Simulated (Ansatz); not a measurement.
SnO₂ (rutile)

```
CELL_PARAMETERS angstrom
      4.76919     0.00000     0.00000
      0.00000     4.76919     0.00000
      0.00000     0.00000     3.21201
ATOMIC_POSITIONS crystal
  Sn 0.00000 0.00000 0.00000
  Sn 0.50000 0.50000 0.50000
  O  0.30628 0.30628 0.00000
  O  0.80628 0.19372 0.50000
  O  0.19372 0.80628 0.50000
  O  0.69372 0.69372 0.00000
```

Scan: atom 5 (O, nearest neighbour Sn at 2.066 Å; its periodic images, 3.2 Å or more away, move with it) is displaced along Cartesian [111], direction (0.577, 0.577, 0.577) in Cartesian axes, by s. The other atoms stay.

Level of theory: PBEsol (plane waves to 420 eV, PAW, scalar-relativistic; Ansatz, a first-principles code). k mesh 6×6×8 (Γ-centred), Fermi-Dirac smearing 0.05 eV. Energies are smeared free energies. SnO2 was relaxed with its symmetry unable to fall. ΔE is measured from the undisplaced structure.

| s (Å) | ΔE (meV/cell) |
|---|---|
| -0.410 | 529 |
| -0.328 | 342 |
| -0.246 | 194 |
| -0.164 | 87 |
| -0.082 | withheld |
| 0.000 | 0 |
| 0.082 | withheld |
| 0.164 | 87 |
| 0.246 | 194 |
| 0.328 | 342 |
| 0.410 | 529 |

Question: Fit an even polynomial form (powers 2, 4) to the given rows and predict ΔE at s = -0.082.

Answer: Least squares on the 9 given rows: ΔE = (3240)·s² + (-553.4)·s⁴, in meV/cell with s in Å; root-mean-square residual 0.1 meV/cell. At -0.082 the fit gives 22 meV/cell; the calculation gives 22 meV/cell, the same to the digits shown. The quadratic term alone would give 22 meV/cell.

(A displaced cell: forces are minus the slopes of the energy, force constants its curvatures, and phonons follow from these.)
